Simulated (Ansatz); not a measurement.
Comparing deformations in ScBPt$_{3}$

Level of theory: DFT PBE, scalar-relativistic, plane waves, PAW (Ansatz). Cutoff 420 eV, Γ-centred 12×12×12 k-points, Gaussian smearing of 0.15 eV. Spin–orbit coupling is left out, which can shift energies with elements as heavy as these. No spin polarisation. Energies are free energies at this smearing, counted from the undisturbed cell; pressure is positive in compression.

Zero of the scan (relaxed at this level; it needn't be the usual structure):

```
Sc B Pt
1.0
     4.25454    0.00000    0.00000
     0.00000    4.25454    0.00000
     0.00000    0.00000    4.25454
Sc B Pt
1 1 3
Direct
  0.00000 0.00000 0.00000
  0.50000 0.50000 0.50000
  0.00000 0.50000 0.50000
  0.50000 0.50000 0.00000
  0.50000 0.00000 0.50000
```

The cell is strained by ε times a Voigt pattern (xx, yy, zz, yz, xz, xy; engineering shear) with fractional coordinates fixed. τ = (1/V0) dE/dε comes from the stress tensor. Of each scan, only the three points used here are listed.

| pattern | ε | τ (GPa) |
| --- | --- | --- |
| (1, -1, 0, 0, 0, 0) | -0.0100 | -3.01 |
| (1, -1, 0, 0, 0, 0) | 0.0000 | 0.00 |
| (1, -1, 0, 0, 0, 0) | 0.0100 | 3.01 |
| (0, 0, 0, 0, 0, 1) | -0.0150 | 0.370 |
| (0, 0, 0, 0, 0, 1) | 0.0000 | 0.000 |
| (0, 0, 0, 0, 0, 1) | 0.0150 | -0.370 |

Which constants do the scans give, and which deformation costs least for the same size of strain tensor?

The slope dτ/dε at zero (parabola through three points) is pᵀCp: (1, -1, 0, 0, 0, 0) gives 2(C11 − C12) = 301 GPa; (0, 0, 0, 0, 0, 1) gives C44 = -24.7 GPa. The size of the strain tensor, ε:ε, is ε² times 2.0, 0.5. Per unit of it the stiffnesses are 151, -49.4 GPa, so (0, 0, 0, 0, 0, 1) is the softest of these, and it is unstable with clamped ions. These are clamped-ion values.

In a metal these slopes depend on the k mesh and the smearing.

Cost: 14 runs of about 10 core-minutes in all, on Arm Neoverse V1 (shared hosts).